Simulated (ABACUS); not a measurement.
Set-up for a self-consistent single point of CdS (P6_3mc, 4 atoms in the cell; from Materials Project mp-672, changed as shown).

```yaml
crystal:
  lattice:
    - [4.08088, 0.00000, 0.00000]
    - [-2.04044, 3.53414, 0.00000]
    - [0.00000, 0.00000, 6.57020]
  atoms:
    - { symbol: Cd, position: [0.66667, 0.33333, 0.50022] }
    - { symbol: Cd, position: [0.33333, 0.66667, 0.00022] }
    - { symbol: S, position: [0.66667, 0.33333, 0.87678] }
    - { symbol: S, position: [0.33333, 0.66667, 0.37678] }
```

All values come from this method and carry its errors: PBE, PseudoDojo 0.5 standard norm-conserving PBE (tails mended) pseudopotentials (plane waves; ABACUS).

ABACUS settings:

| key | value |
|---|---|
| KPT | MP 5 5 3 0 0 0 |
| basis_type | pw |
| dft_functional | PBE |
| ecutwfc | 102 Ry |
| smearing_method | fd |
| smearing_sigma | 0.00146997 Ry |
| potentials | PseudoDojo 0.5 standard norm-conserving PBE (tails mended) |
| symmetry | 1 |
| symmetry_prec | 1e-05 |
| ks_solver | cg |
| scf_nmax | 100 |
| scf_thr | 1.0e-09 Ry |
| mixing_type | broyden |

Results:

| Property | Value |
|---|---|
| Number of valence electrons | 52 |
| Number of bands | 36 |
| Number of k-points after the program's reduction | 10 |
| Number of plane waves (most at a k-point) | 11187 |
| Number of SCF iterations | 24 |
| FFT grid | 50 × 50 × 80 |
| Free energy E − TS | -10143.4423 eV |
| Pressure | 6.29 GPa |
| Largest force (vector length) | 0.102 eV/Å |

Forces (eV/Å):
| atom | Fx | Fy | Fz |
|---|---|---|---|
| Cd1 | 0.000 | 0.000 | -0.102 |
| Cd2 | 0.000 | 0.000 | -0.102 |
| S3 | 0.000 | 0.000 | 0.102 |
| S4 | 0.000 | 0.000 | 0.102 |

Stress (GPa, positive for compression):
```
5.84  0.00  0.00
0.00  5.84  0.00
0.00  0.00  7.19
```

For comparison: a first run was changed to give this one (lattice vector c scaled by 0.99), and from it to this one the free energy rises by 9.5 meV/atom, the pressure goes from 5.50 to 6.29 GPa and the largest force goes from 0.003 to 0.102 eV/Å.

The structure comes from a collection of computed structures, made at another level of theory; the collection holds predicted forms beside known ones. Its lattice was then scaled.

Cost on one core: around 3 core-minutes (rough).

“Tails mended”: in these copies of the files the far tail of each local potential was reset to the Coulomb form.
